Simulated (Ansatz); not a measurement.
Nb (fcc): energy against volume

Method: Ansatz 0.2.0, DFT, m-r2SCAN, plane waves (500 eV) with PAW, scalar-relativistic. (PAW data from PBE, frozen cores regenerated.)

The cell is scaled uniformly from the relaxed one, with fractional coordinates and shape fixed. Energies are extrapolated to zero smearing, pressures are those at the given smearing. Magnetic state: non-magnetic.

A Birch-Murnaghan fit gives V₀ = 18.69 Å³/atom, B₀ = 169 GPa, B₀′ = 3.5.

Problem. What are the energy above the minimum and the pressure at 16.466 Å³/atom?

Solution. 168.5 meV/atom and 26.53 GPa as computed.

Problem. What are the energy above the minimum and the pressure at 17.214 Å³/atom?

Solution. 69.7 meV/atom and 16.04 GPa as computed.

Problem. What are the energy above the minimum and the pressure at 20.208 Å³/atom?

Solution. 57.8 meV/atom and -11.44 GPa as computed.

m-r²SCAN is r²SCAN on the gauge-invariant kinetic-energy density; without spin polarisation the two are equal.
